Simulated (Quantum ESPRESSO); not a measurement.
## Al3MgN3O (a curve over strain)

Computed values, not a measurement. The program is pw.x of Quantum ESPRESSO 7.5 (plane-wave density functional theory). The cell is made up: 8 atoms on a rocksalt lattice, with randomly drawn elements, strain and displacements, not relaxed. PseudoDojo standard norm-conserving files (v0.5 for PBE, v0.4.1 for LDA and PBEsol) set the functional; there is no spin polarisation, spin-orbit coupling or dispersion term, and the masses in the input are unused placeholders.

Seven runs add a strain to one cell (the same along x and y); the atoms follow the cell and are not relaxed. Stress in the table is positive in tension.

Input of the run at +0.0123:

```
&control calculation='scf', pseudo_dir='./dojo.nc.sr.pbe.v0_5.standard.upf', outdir='./o', disk_io='medium', tprnfor=.true., tstress=.true. /
&system ibrav=0, nat=8, ntyp=4, nbnd=26, ecutwfc=84.00895049, nosym=.true., tot_charge=0,
 occupations='smearing', smearing='fd', degauss=0.0018374661
/
&electrons conv_thr=7.350e-09, electron_maxstep=60, /
ATOMIC_SPECIES
Al 1.0 Al.upf
Mg 1.0 Mg.upf
N 1.0 N.upf
O 1.0 O.upf
CELL_PARAMETERS angstrom
4.1338 0.0119 0.0428
0.0119 4.1751 -0.0421
0.0433 -0.0426 4.0577
ATOMIC_POSITIONS angstrom
Al -0.0157 -0.14 0.0445
Mg 0.0972 2.2193 2.0026
Al 2.1366 -0.1299 2.1618
Al 2.1048 2.2067 -0.077
N 1.9882 -0.0515 0.1334
N 2.0272 2.0241 2.0151
N 4.2218 0.011 2.0759
O 4.0994 2.1366 -0.0189
K_POINTS automatic
4 4 4 1 1 1
```

```
added strain  free energy less that of the input shown (eV)  stress xx (GPa)  stress yy (GPa)  stress zz (GPa)  stress xy (GPa)  pressure (GPa)  next band up at Gamma (eV)  iterations
     -0.0172                                         0.4158           -25.32           -27.53            -6.73             1.96           19.86                       3.165          10
     -0.0145                                         0.3584           -23.35           -25.57            -5.89             1.92           18.27                       3.118          10
     -0.0124                                         0.3164           -21.85           -24.06            -5.24             1.91           17.05                       3.081          10
     +0.0123                                         0.0000            -6.80            -8.96             1.97             1.62            4.60                       2.673          12
     +0.0146                                        -0.0147            -5.61            -7.75             2.60             1.60            3.59                       2.636          11
     +0.0182                                        -0.0329            -3.81            -5.94             3.58             1.56            2.06                       2.580          11
     +0.0208                                        -0.0428            -2.56            -4.69             4.27             1.53            0.99                       2.541          11
```

A cubic fit gives a slope of stress xx against the added strain of 607 GPa at zero added strain, with the atoms clamped. Across the table the free energy follows the integral of the stress to within 0.5 meV. A rerun of one of the cells at 1437 eV and a 6 x 6 x 6 mesh moved values by no more than 0.004 eV in energy, 0.02 GPa in stress and 0.003 eV/Å in force. The band column is the level of band 21 at Gamma less that of band 20, whose number is half the electron count, rounded up; it comes from a band step after each run.